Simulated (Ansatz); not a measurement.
**A plane-wave run on RbIrCl₃**

The input, for Ansatz 0.2.0 (plane waves, PAW):

```yaml
crystal:
  lattice:
    - [3.53392, 6.120927, 0.0]
    - [-3.53392, 6.120927, 0.0]
    - [0.0, 0.0, 5.866451]
  atoms:
    - { symbol: Rb, position: [0.3333, 0.3334, 0.75] }
    - { symbol: Rb, position: [0.6666, 0.6667, 0.25] }
    - { symbol: Ir, position: [0.0, 0.0, 0.0] }
    - { symbol: Ir, position: [0.0, 0.0, 0.5] }
    - { symbol: Cl, position: [0.15432, 0.15432, 0.25] }
    - { symbol: Cl, position: [0.84568, 0.30864, 0.75] }
    - { symbol: Cl, position: [0.69136, 0.15432, 0.25] }
    - { symbol: Cl, position: [0.84568, 0.84568, 0.75] }
    - { symbol: Cl, position: [0.15432, 0.69136, 0.25] }
    - { symbol: Cl, position: [0.30864, 0.84568, 0.75] }
  symmetry: { tolerance: 0.0003 }
kpoints:
  mp_grid: { grid: [6, 6, 6], shift: [0, 0, 0] }
  band_path:
    path:
      - [0.0, 0.0, 0.0]
      - [0.49999998, -8.0e-08, 0.0]
      - [0.66666659, 0.33333321, 0.0]
      - [0.0, 0.0, 0.0]
      - [0.0, 0.0, 0.5]
      - [0.49999998, -8.0e-08, 0.5]
      - [0.66666659, 0.33333321, 0.5]
      - [0.0, 0.0, 0.5]
      - [0.49999998, -8.0e-08, 0.5]
      - [0.49999998, -8.0e-08, 0.0]
      - [0.66666659, 0.33333321, 0.5]
    npoints: 6
magnetization:
  spin_polarized: false
scf:
  occupations: { method: fermi_dirac, width: 0.0779 }
  lower_state_search: "off"
  max_iter: 200
hamiltonian:
  pseudopotentials: { kind: paw }
  xc: r2scan
total_charge: 1
basis:
  ecutwfc: 500
  fft_grid_basis: typed
output:
  forces: true
  stress: true
  eigenvalues: true
  bader: true
  populations: true
  elf: true
  write_potential: true
  volumetric_format: npy
  dos:
    e_range: [-12, 8]
    de: 0.05
    projected: { site_lists: { Cl: [Cl], Ir: [Ir], Rb: [Rb] } }
checkpoint:
  read: saved_state
```

The run starts from an earlier solution of this cell. 

Output (shortened):

```
SCF iter   1: F=-36971.3025 eV  Δρ=1.93e-3  dr2=3.58e-3  dr2_τ=2.87e-3
SCF iter   2: F=-36971.3054 eV  Δρ=6.62e-4  dr2=1.21e-3  dr2_τ=4.78e-5
SCF iter   3: F=-36971.3057 eV  Δρ=3.39e-4  dr2=5.68e-4  dr2_τ=3.10e-5
SCF iter   4: F=-36971.3059 eV  Δρ=2.41e-4  dr2=2.59e-4  dr2_τ=1.05e-5
SCF iter   5: F=-36971.3060 eV  Δρ=8.24e-5  dr2=3.91e-5  dr2_τ=1.55e-6
SCF iter   6: F=-36971.3059 eV  Δρ=1.41e-5  dr2=1.04e-6  dr2_τ=4.31e-8
SCF iter   7: F=-36971.3059 eV  Δρ=2.78e-6  dr2=2.63e-8  dr2_τ=1.99e-9
Free energy (F): -36971.3059 eV
Harris-Foulkes:  -36971.3059 eV  (|F-HF|=8.35e-9)
Internal energy: -36971.1693 eV  (E = F + TS)
E sigma→0 (E₀):  -36971.2376 eV
Entropy (-TS):   -0.1366 eV (-13.662 meV/atom)
Fermi energy:    7.4559 eV
--- Per-component energies (eV) ---
  E_band       = -1022.4188
  E_kinetic    = 2596.5155
  E_local      = -9403.2587  (includes V_loc(G=0)·N_el)
  E_nonlocal   = 663.1013
  E_hartree    = 3656.3780
  E_xc         = -1375.6872
  E_vxc        = -1762.1955  (∫ρ·V_xc dr)
  E_paw        = -27769.3886  (= ΣΔE_a)
  E_vpaw       = -528.0842  (= ΣTr[D̂ρ^β])
  E_aug_tail   = 0.0002  (compensation charges beyond the density's cutoff)
  E_vtau       = 98.7606  (kinetic-family band-sum trace: ∫τ·v_τ [+ j·A + Jᵃ·Aᵃ] dr)
  E_ewald      = -5337.0837
  E_core_change = -1.7461  (= ΣΔE_core)
  E_smearing   = -0.1366  (= −TS)
  E_deformation_potential = 12.6518  (in the stress; not in F)
--- Forces (eV/Å), atoms counted from 1 ---
  atom   1  Rb     0.0000     0.0000     0.0000
  atom   2  Rb     0.0000     0.0000     0.0000
  atom   3  Ir     0.0000     0.0000     0.0000
  atom   4  Ir     0.0000     0.0000     0.0000
  atom   5  Cl     0.0000     0.2295     0.0000
  atom   6  Cl    -0.1988     0.1148     0.0000
  atom   7  Cl    -0.1988    -0.1148     0.0000
  atom   8  Cl     0.0000    -0.2295     0.0000
  atom   9  Cl     0.1988    -0.1148     0.0000
  atom  10  Cl     0.1988     0.1148     0.0000
--- Stress (GPa, compression-positive) ---
        1.6573       0.0000       0.0000
        0.0000       1.6573       0.0000
        0.0000       0.0000       5.2306
  P = ⅓ Tr σ = 2.8484 GPa (28.484 kbar)
--- Löwdin populations: 10 sites ---
  site symbol       q [e]
     0     Rb      8.2210
     1     Rb      8.2210
     2     Ir     16.3028
     3     Ir     16.3028
     4     Cl      7.2481
     5     Cl      7.2481
     6     Cl      7.2481
     7     Cl      7.2481
     8     Cl      7.2481
     9     Cl      7.2481
  spilling = 0.0050 (of n_electrons = 93.0000)
```

Origin: a known structure type with other elements, at an estimated volume, so it need not be a known compound. Caveats: many states at the Fermi level without spin polarisation, so a magnetic state may lie lower; charged cell with a uniform background.
